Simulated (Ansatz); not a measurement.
Si₃N₄:
```cif
data_N32Si24
_chemical_formula_sum 'Si24 N32'
_space_group_name_H-M_alt 'Fd-3m :1'
_space_group_IT_number 227
_space_group_name_Hall 'F 4d 2 3 -1d'
_cell_length_a 7.78853
_cell_length_b 7.78853
_cell_length_c 7.78853
_cell_angle_alpha 90.000
_cell_angle_beta 90.000
_cell_angle_gamma 90.000
loop_
_atom_site_label
_atom_site_type_symbol
_atom_site_symmetry_multiplicity
_atom_site_Wyckoff_symbol
_atom_site_fract_x
_atom_site_fract_y
_atom_site_fract_z
_atom_site_occupancy
Si1 Si 16 c 0.12500 0.12500 0.12500 1
Si2 Si 8 b 0.50000 0.50000 0.50000 1
N1 N 32 e 0.36754 0.36754 0.36754 1
```
(The calculation used a cell of 14 atoms; values per cell refer to that cell.)

Relaxed with PBE.

### Question
Which orbitals make up the states near the band edges in PBE in the plane-wave PAW code Ansatz?

### Answer
Top 1 eV of the valence band: N 2p 92 %. Bottom 1 eV of the conduction band: Si 3p 41 %, Si 3s 27 %, N 2s 13 %, N 2p 9 %, outside the projected shells 10 %. Projections are on Löwdin-orthogonalised atomic valence shells; empty p or d shells of many metals are not among them.

### Question
Tabulate the density of states.

### Answer
States/eV per cell of 14 atoms, in 0.25 eV bins, energy from the valence-band maximum.

```csv
E (eV),total,N 2p,Si 3p,Si 3s
-7.85,4.33,2.47,0.51,1.01
-7.60,4.09,2.34,0.44,0.96
-7.35,3.57,2.06,0.42,0.75
-7.10,5.45,3.17,0.88,0.81
-6.85,2.19,1.33,0.45,0.24
-6.60,3.73,2.30,0.86,0.31
-6.35,5.85,3.64,1.41,0.39
-6.10,4.90,3.09,1.16,0.28
-5.85,5.07,3.20,1.12,0.34
-5.60,4.30,2.72,0.94,0.28
-5.35,2.75,1.77,0.57,0.19
-5.10,3.64,2.37,0.76,0.26
-4.85,5.58,3.67,1.23,0.31
-4.60,5.28,3.53,1.26,0.23
-4.35,6.53,4.47,1.56,0.20
-4.10,3.67,2.53,0.73,0.17
-3.85,4.58,3.26,0.88,0.17
-3.60,5.92,4.31,1.10,0.17
-3.35,6.56,4.82,1.16,0.17
-3.10,6.33,4.70,1.12,0.15
-2.85,6.38,4.85,1.07,0.13
-2.60,5.28,4.07,0.85,0.11
-2.35,4.29,3.43,0.57,0.08
-2.10,10.87,8.99,1.30,0.17
-1.85,7.05,5.82,0.79,0.14
-1.60,5.40,4.56,0.51,0.08
-1.35,6.06,5.17,0.51,0.07
-1.10,7.26,6.36,0.54,0.04
-0.85,8.32,7.50,0.47,0.03
-0.60,8.49,7.81,0.36,0.02
-0.35,8.32,7.84,0.20,0.01
-0.10,3.45,3.21,0.15,0.00
0.15,0.00,0.00,0.00,0.00
0.40,0.00,0.00,0.00,0.00
0.65,0.00,0.00,0.00,0.00
0.90,0.00,0.00,0.00,0.00
1.15,0.00,0.00,0.00,0.00
1.40,0.00,0.00,0.00,0.00
1.65,0.00,0.00,0.00,0.00
1.90,0.00,0.00,0.00,0.00
2.15,0.00,0.00,0.00,0.00
2.40,0.00,0.00,0.00,0.00
2.65,0.00,0.00,0.00,0.00
2.90,0.00,0.00,0.00,0.00
3.15,0.00,0.00,0.00,0.00
3.40,0.06,0.00,0.03,0.02
3.65,0.35,0.03,0.14,0.10
3.90,0.57,0.05,0.23,0.15
4.15,0.77,0.08,0.32,0.20
4.40,1.02,0.11,0.42,0.25
4.65,1.29,0.14,0.54,0.30
4.90,1.67,0.19,0.69,0.37
5.15,2.08,0.24,0.85,0.43
5.40,2.33,0.29,0.97,0.44
5.65,2.78,0.36,1.22,0.44
5.90,3.11,0.42,1.40,0.43
6.15,3.35,0.48,1.47,0.45
6.40,4.24,0.62,1.75,0.65
6.65,4.44,0.68,1.67,0.80
6.90,4.54,0.80,1.39,1.03
7.15,3.47,0.59,0.85,0.93
7.40,2.81,0.46,0.47,0.88
7.65,5.29,0.99,0.82,1.72
7.90,7.37,1.38,1.31,2.21
8.15,5.03,0.81,1.02,1.26
```

Symmetry was held in the PBE relaxation.

Potentials: the earlier of the program's two PAW sets.
